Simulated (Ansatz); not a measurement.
Relaxed NaCl (rock salt):

```xyz
4
Lattice="0.0000 5.6955 5.6955 2.8478 2.8478 5.6955 2.8478 2.8478 0.0000" Properties=species:S:1:pos:R:3 pbc="T T T"
Cl     0.0000     0.0000     0.0000
Cl     2.8478     5.6955     8.5433
Na     2.8478     8.5433     8.5433
Na     2.8478     5.6955     5.6955
```

The atoms are displaced by Q × the pattern below (from a DFPT mode at X = (0.5, 0.5, 0.0), largest move 1; Q in Å), at fixed cell. (q is in reciprocal vectors of the primitive cell; the cell shown is doubled to hold the pattern.)

```tsv
atom	x	y	z
Cl1	0.000	0.000	1.000
Cl2	0.000	0.000	-1.000
Na3	0.000	0.000	-0.975
Na4	0.000	0.000	0.975
```

Level of theory: PBE (plane waves to 420 eV, PAW, scalar-relativistic; Ansatz, an electronic-structure program). k mesh 10×10×10 (Γ-centred), Fermi-Dirac smearing 0.05 eV. Energies are smeared free energies. Compression counts positive. NaCl was relaxed with its symmetry unable to fall. ΔE is measured from the undisplaced structure.

```
Q (Å)   ΔE (meV/cell)  −dE/dQ from forces (eV/Å)  P (GPa)
------  -------------  -------------------------  -------
-0.100              ?                      1.419        ?
-0.083           45.5                      1.139     0.36
-0.067           28.7                      0.884     0.23
-0.050           15.9                      0.647     0.13
-0.033              ?                      0.424     0.06
-0.017              ?                      0.210     0.02
0.000             0.0                      0.000     0.00
0.017               ?                     -0.210     0.02
0.033               ?                     -0.424     0.06
0.050            15.9                     -0.647     0.13
0.067            28.7                     -0.884     0.23
0.083            45.5                     -1.139     0.36
0.100               ?                     -1.419        ?
```

Q: What belongs in the gaps?

A: 
- -0.100, ΔE (meV/cell): 66.8
- -0.100, P (GPa): 0.53
- -0.033, ΔE (meV/cell): 7.0
- -0.017, ΔE (meV/cell): 1.7
- 0.017, ΔE (meV/cell): 1.7
- 0.033, ΔE (meV/cell): 7.0
- 0.100, ΔE (meV/cell): 66.8
- 0.100, P (GPa): 0.53

(A displaced cell: forces are minus the slopes of the energy, force constants its curvatures, and phonons follow from these.)
